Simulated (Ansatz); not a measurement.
AlPt (CsCl type, Pm-3m) at seven volumes, PBEsol in the plane-wave PAW code Ansatz, scaled uniformly. One row is withheld.

```json
[
 {"V (Å³/atom)": "13.043", "P (GPa)": "23.67"},
 {"V (Å³/atom)": "13.473", "P (GPa)": "?"},
 {"V (Å³/atom)": "13.903", "P (GPa)": "6.60"},
 {"V (Å³/atom)": "14.333", "P (GPa)": "-0.01"},
 {"V (Å³/atom)": "14.763", "P (GPa)": "-5.59"},
 {"V (Å³/atom)": "15.193", "P (GPa)": "-10.29"},
 {"V (Å³/atom)": "15.623", "P (GPa)": "-14.24"}
]
```

### Question
Fit the shown pressures and predict the withheld one.

### Answer
P = (3/2)B₀(x^(7/2) − x^(5/2))[1 + (3/4)(B′ − 4)(x − 1)] with x = (V₀/V)^(2/3). Least squares on the six rows gives V₀ = 14.332 Å³/atom, B₀ = 202 GPa, B′ = 4.63. At V = 13.473, x = 1.0421 and P = 14.41 GPa. The run itself gave 14.42 GPa.

The first step of the workflow began from a Materials Project structure, measured or hypothetical; the Crystallography Open Database copy checked does not list it. With Al and Pt taken as one species the cell has the higher symmetry Im-3m, so it may be an ordered model of a mixed-site phase. Its standing as an ambient phase is unchecked. The PBEsol relaxation kept the symmetry of its start; phonons on a q-mesh show weakly imaginary modes. The run is not spin-polarised. Scalar-relativistic: spin–orbit coupling is off unless named, which matters more the heavier the elements.

Potentials: the later of the program's two PAW sets.
